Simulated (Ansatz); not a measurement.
Te (trigonal-Te type, space group P3_121): energy over volume and axial ratio

Te (trigonal-Te type, space group P3_121)

```cif
data_Te3
_chemical_formula_sum 'Te3'
_space_group_name_H-M_alt 'P3121'
_space_group_IT_number 152
_space_group_name_Hall 'P 31 2"'
_cell_length_a 4.62412
_cell_length_b 4.62412
_cell_length_c 5.90339
_cell_angle_alpha 90.000
_cell_angle_beta 90.000
_cell_angle_gamma 120.000
loop_
_atom_site_label
_atom_site_type_symbol
_atom_site_symmetry_multiplicity
_atom_site_Wyckoff_symbol
_atom_site_fract_x
_atom_site_fract_y
_atom_site_fract_z
_atom_site_occupancy
Te1 Te 3 a 0.74665 0.74665 0.00000 1
```

Grid over V/V₀ and (c/a)/(c/a)₀, subscript 0 meaning the relaxed cell; the conventional c axis lies along z; no internal relaxation.

Level of theory: r2SCAN (plane waves to 500 eV, PAW, scalar-relativistic; Ansatz, a first-principles code). k mesh 8×8×6 (Γ-centred), Fermi-Dirac smearing 0.05 eV. E stands for the smeared free energy. Compression counts positive. As the atoms are clamped, bonds stretch with the cell, which overstates energies and stresses. Spin-orbit coupling is left out, though Te is heavy. Te was relaxed with its symmetry unable to fall. The zero of ΔE is the relaxed starting cell.

ΔE (kJ/mol of atoms), with V/V₀ across and (c/a)/(c/a)₀ down:

```csv
(c/a)/(c/a)₀ \ V/V₀,0.960,0.973,0.987,1.000,1.013,1.027,1.040
0.920,3.12,2.27,1.64,1.22,0.98,0.92,1.02
0.947,2.11,1.38,0.87,0.55,0.42,0.45,0.65
0.973,1.34,0.74,0.34,0.14,0.12,0.26,0.55
1.000,0.84,0.36,0.09,0.00,0.09,0.33,0.73
1.027,0.60,0.26,0.11,0.14,0.33,0.69,1.18
1.053,0.66,0.44,0.41,0.56,0.86,1.32,1.92
1.080,1.00,0.91,1.00,1.26,1.68,2.24,2.94
```

σzz (GPa), with V/V₀ across and (c/a)/(c/a)₀ down:

```tsv
(c/a)/(c/a)₀ \ V/V₀	0.960	0.973	0.987	1.000	1.013	1.027	1.040
0.920	5.11	4.13	3.22	2.37	1.58	0.84	0.15
0.947	4.36	3.39	2.48	1.64	0.85	0.12	-0.56
0.973	3.54	2.57	1.68	0.85	0.07	-0.65	-1.31
1.000	2.65	1.70	0.82	0.00	-0.75	-1.46	-2.11
1.027	1.70	0.78	-0.08	-0.88	-1.62	-2.30	-2.94
1.053	0.72	-0.19	-1.02	-1.80	-2.51	-3.18	-3.79
1.080	-0.30	-1.18	-1.99	-2.74	-3.43	-4.07	-4.66
```

Summary:

- Modulus against c/a change at fixed volume, (3/4V)·∂²E/∂(ln c/a)² (fit, atoms clamped) = 13.3 GPa, an upper bound as the atoms could relax
- Lowest place on the grid = V/V₀ = 1.000, (c/a)/(c/a)₀ = 1.000 (0.0 meV/atom)
- Highest place on the grid = V/V₀ = 0.960, (c/a)/(c/a)₀ = 0.920 (32.3 meV/atom)

(Under strain, the slope of the energy per volume gives the stress and its curvature an elastic modulus.)
